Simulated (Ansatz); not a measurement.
Does relaxation matter for the field gradients of BaTiO3 with hydrogen replacing O?

Start: a supercell of BaTiO3 (cubic perovskite type, Pm-3m) built from a measured structure from the Crystallography Open Database (COD), with all atoms left at the host's positions.

Space group I4/mmm (No. 139); a = 8.0120, c = 8.0120 Å.

```
site  Wyckoff  site symmetry       x       y       z
  Ba       8h           m.2m  0.7500  0.2500  0.0000
 Ti5       4e            4mm  0.0000  0.0000  0.7500
 Ti6       4d           -4m2  0.5000  0.0000  0.7500
   H       2a          4/mmm  0.0000  0.0000  0.0000
 O10       4c           mmm.  0.5000  0.0000  0.0000
 O12       2b          4/mmm  0.0000  0.0000  0.5000
 O13      16n            .m.  0.0000  0.2500  0.7500
```

One atom of each set is listed; the run and its k-mesh use a cell of 20 atoms with edges of 6.94, 6.94, 6.94 Å.

Level of theory: DFT, PBE, plane waves and PAW, scalar-relativistic, collinear spin, 420 eV cutoff, Γ-centred 3×3×3 k-points, Fermi–Dirac smearing 0.01 eV (Ansatz 0.2.0). Start moments as typed (μB): 1 on each H, none on the rest.

The largest force at the start is 2.5 eV/Å. Relaxing the ions at fixed cell moves them by 0.094 Å at most (atom 5, Ti) and 0.041 Å rms.

| site | moved (Å) | first shell before | first shell after | V_zz before (10²¹ V/m²) | η before |
| --- | --- | --- | --- | --- | --- |
| Ba | 0.012 | 1 H at 2.83 Å, 11 O at 2.83 Å | 11 O at 2.80–2.86 Å, 1 H at 2.82 Å | 6.12 | 0.02 |
| Ti5 | 0.094 | 1 H at 2.00 Å, 5 O at 2.00 Å | 5 O at 1.91–1.98 Å, 1 H at 2.10 Å | 5.42 | 0.00 |
| Ti6 | 0.000 | 6 O at 2.00 Å | 6 O at 2.00–2.03 Å | -0.39 | 0.00 |
| H | 0.000 | 2 Ti at 2.00 Å, angle 180° | 2 Ti at 2.10 Å, angle 180° | 0.65 | 0.00 |
| O10 | 0.000 | 2 Ti at 2.00 Å, angle 180° | 2 Ti at 2.00 Å, angle 180° | 1.92 | 0.12 |
| O12 | 0.000 | 2 Ti at 2.00 Å, angle 180° | 2 Ti at 1.91 Å, angle 180° | 4.00 | 0.00 |
| O13 | 0.043 | 2 Ti at 2.00 Å, angle 180° | 2 Ti at 1.98–2.03 Å, angle 175° | 2.01 | 0.84 |

Question: How do the gradients change?

Answer: 

```json
{"site": "Ba", "V_zz after": "5.60", "η after": "0.13", "change of V_zz": "-0.52"}
{"site": "Ti5", "V_zz after": "5.00", "η after": "0.00", "change of V_zz": "-0.42"}
{"site": "Ti6", "V_zz after": "-1.50", "η after": "0.00", "change of V_zz": "-1.11"}
{"site": "H", "V_zz after": "0.43", "η after": "0.00", "change of V_zz": "-0.22"}
{"site": "O10", "V_zz after": "1.83", "η after": "0.53", "change of V_zz": "-0.09"}
{"site": "O12", "V_zz after": "2.34", "η after": "0.00", "change of V_zz": "-1.66"}
{"site": "O13", "V_zz after": "2.13", "η after": "0.73", "change of V_zz": "+0.12"}
```

The largest change of V_zz is on O12, from 4.00 to 2.34. Small gradients that grow severalfold: Ti6 (-0.39 to -1.50). In per cent, |V_zz| changes by -8 on Ba, -8 on Ti, -41 to +6 on O (all sites that start above 2). Where |V_zz| stays above 0.1, η moves most on O10, from 0.12 to 0.53.

The defect repeats with the cell of 20 atoms, so it feels its images: sites between two images don't show the values beside a lone defect, and zeros or small values of η there can come from the images' arrangement. O carries a gradient in the pure host already, so the values there aren't the defect's effect alone. This high-symmetry form of BaTiO3 is unstable when cold, to polar off-centring of Ti. The symmetry of the cell holds that distortion back, wholly or in part, and it would change the field gradients, the more the larger the distortion. The defect cell has no gap above 0.1 eV on its mesh, so the values can hang on the smearing and the k-mesh. Without spin–orbit coupling (the program notes it for Ba) the gradients can shift somewhat, as the gap is small. The run lost most of its start moments on H; a state with other moments may lie lower.
Before: The neighbours have not yet relaxed around the defect (largest force 2.5 eV/Å), so a real crystal will differ.
After: The relaxation keeps the site symmetry 4/mmm of the start, so the impurity can't leave its site, and an angle of 180° at it is imposed, not found; a distortion that would localise the partly filled state isn't explored.
